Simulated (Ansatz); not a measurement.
Total density of states per atom from DFT-r²SCAN+D4 in the program Ansatz with PAW potentials, in 0.25 eV bins, energy from the valence-band maximum:

(E (eV), states/eV/atom): (-7.85, 0.00); (-7.60, 0.00); (-7.35, 0.00); (-7.10, 0.00); (-6.85, 0.00); (-6.60, 0.00); (-6.35, 0.00); (-6.10, 0.00); (-5.85, 0.00); (-5.60, 0.00); (-5.35, 0.00); (-5.10, 0.00); (-4.85, 0.00); (-4.60, 0.00); (-4.35, 0.00); (-4.10, 0.00); (-3.85, 0.00); (-3.60, 0.00); (-3.35, 0.19); (-3.10, 0.79); (-2.85, 1.16); (-2.60, 1.50); (-2.35, 0.79); (-2.10, 0.45); (-1.85, 0.48); (-1.60, 0.81); (-1.35, 1.44); (-1.10, 1.38); (-0.85, 1.35); (-0.60, 2.10); (-0.35, 2.95); (-0.10, 0.60); (0.15, 0.00); (0.40, 0.00); (0.65, 0.00); (0.90, 0.00); (1.15, 0.00); (1.40, 0.00); (1.65, 0.00); (1.90, 0.00); (2.15, 0.00); (2.40, 0.00); (2.65, 0.00); (2.90, 0.00); (3.15, 0.00); (3.40, 0.00); (3.65, 0.00); (3.90, 0.00); (4.15, 0.00); (4.40, 0.00); (4.65, 0.00); (4.90, 0.00); (5.15, 0.00); (5.40, 0.00); (5.65, 0.00); (5.90, 0.05); (6.15, 0.08); (6.40, 0.36); (6.65, 0.46); (6.90, 0.71); (7.15, 0.96); (7.40, 0.22); (7.65, 0.81)

Question: Pick the material that matches.
A) MnBr2, 1T layer
B) CaI2, 1T layer
C) MgBr2, 1T layer
D) CoCl2, 1T layer

Answer: C, MgBr2, 1T layer

Space group P-3m1 (1T). The layer was cut from a bulk entry of the Materials Project (measured or hypothetical); whether that bulk phase is the ambient one, and whether the layer has been isolated, was not checked. The r²SCAN+D4 relaxation kept the symmetry of its start; its stability against distortions is not shown here. Spin–orbit coupling is left out wherever it is not named.

Potentials: the later of the program's two PAW sets.
